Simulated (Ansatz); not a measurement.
**NdS$_{5}$: computed properties**

Method: DFT PBE, scalar-relativistic, plane waves, PAW, and for the lanthanide a 4f-in-core norm-conserving potential, in Ansatz 0.2.0.

Plane waves to 660 eV, a k mesh through Γ of 12×12×6 on the computed 6-atom cell and Gaussian smearing (0.10 eV); no spin polarisation.

The structure is relaxed at this level of theory with its symmetry kept, and needn't be the ground state of this composition.

```cif
data_structure
_symmetry_space_group_name_H-M 'P6/mmm'
_symmetry_Int_Tables_number 191
_cell_length_a 4.8755
_cell_length_b 4.8755
_cell_length_c 7.4307
_cell_angle_alpha 90.000
_cell_angle_beta 90.000
_cell_angle_gamma 120.000
_cell_volume 152.97
loop_
_atom_site_label
_atom_site_type_symbol
_atom_site_symmetry_multiplicity
_atom_site_Wyckoff_symbol
_atom_site_fract_x
_atom_site_fract_y
_atom_site_fract_z
_atom_site_occupancy
Nd1 Nd 1 a 0.00000 0.00000 0.00000 1
S1 S 2 c 0.33333 0.66667 0.00000 1
S2 S 3 g 0.50000 0.00000 0.50000 1
```

**Question.** Kohn–Sham band gap?

**Answer.** none (metal).

**Question.** Density of states at the Fermi level?

**Answer.** 9.0 states/eV per cell.

Spin-orbit coupling is left out, which matters for the bands of heavy elements. The cell holds layers, chains or molecules and no dispersion correction was added, so their binding is poorly described. Spin polarisation was left out, and a magnetic state may lie lower.

Another cell of NdS5 relaxed alike, in R-3m, lies 0.47 eV/atom lower, so this cell isn't the stable form at this level.

The cell was found from a structure generator's guess, not taken from experiment.

The lanthanide is trivalent by construction, without f bands, f moments or other valences.
